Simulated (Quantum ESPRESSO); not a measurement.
Simulation results for MgAl$_{3}$N$_{3}$O (made-up cell)

Calculation on a made-up crystal cell, not a measurement, rerun at a higher cutoff and a denser mesh: periodic Kohn-Sham density functional theory in plane waves with PseudoDojo standard norm-conserving scalar-relativistic pseudopotentials, each functional with its own files (v0.5 for PBE, v0.4.1 for LDA and PBEsol), no spin polarisation, no spin-orbit coupling, atoms not relaxed, stress positive in tension, energies less a fixed whole-eV offset for each atom's element; levels are Kohn-Sham levels at fractions of this cell's reciprocal vectors, counted from the reference band (half the neutral cell's valence electrons, rounded up) at Gamma; error bars give the change to or from the runs named with them, not the error of the files; each bar is the largest change over components, and at least 0.002 eV, 0.002 eV per angstrom or 0.02 GPa; energies are for the whole cell, and the offsets were chosen from early runs and are not element reference energies. Program: Quantum ESPRESSO 7.5.

MgAl$_{3}$N$_{3}$O (made-up cell)

```
MgAl3N3O
1.0
      4.1803     0.0000     0.0000
      0.0000     4.1803     0.0000
      0.0000     0.0000     4.1803
Al Mg Al N O
2 1 1 3 1
Direct
  -0.01330 -0.01715 0.02208
  -0.00359 0.52834 0.52853
  0.50571 0.00947 0.52403
  0.50633 0.48276 -0.00074
  0.52039 -0.00060 -0.00426
  0.47420 0.51204 0.50891
  0.98644 -0.01517 0.48836
  1.00055 0.50188 -0.00211
```

* lattice type: rocksalt
* functional: pbe
* cutoff: 1437 eV
* fermi dirac smearing: 0.025 eV
* scf tolerance: 1e-07 eV
* electrons removed: 0
* k mesh: 6 x 6 x 6, shifted by half a step
* free energy less offsets: -0.1515 eV
* scf iterations: 12
* smearing term minus ts: 0 eV
* pressure: -3.453 GPa
* stress xx: 4.492 GPa
* stress yy: 3.547 GPa
* stress zz: 2.319 GPa
* stress yz: -0.3405 GPa
* stress xz: 0.04778 GPa
* stress xy: 0.3003 GPa
* reference band: 20
* error bar energy: 0.003083 eV
* error bar stress: 0.02 GPa
* error bar force: 0.002 eV/Å
* error bar next band up: 0.002 eV
* error bars from: change from the looser run of this cell

Atoms:
```tsv
atoms element	atom site	atom energy offset (eV)
Al	1	-64
Al	2	-64
Mg	3	-1617
Al	4	-64
N	5	-283
N	6	-283
N	7	-283
O	8	-452
```

Forces:
```tsv
site	x (eV/Å)	y (eV/Å)	z (eV/Å)
1	0.5707	0.5418	-0.1168
2	0.2074	-0.9766	-0.8131
3	-1.033	-0.1037	-1.592
4	-0.5111	0.379	0.544
5	-0.9218	0.1552	1.239
6	0.8869	-0.8115	-0.03398
7	1.01	0.9196	0.7985
8	-0.2083	-0.1037	-0.02501
```

Levels:
```tsv
level k point	next band up (eV)
Gamma	1.964
(1/2,1/2,1/2)	2.75
(0.15,0,0)	2.601
(0,0.15,0)	2.588
(0,0,0.15)	2.592
```
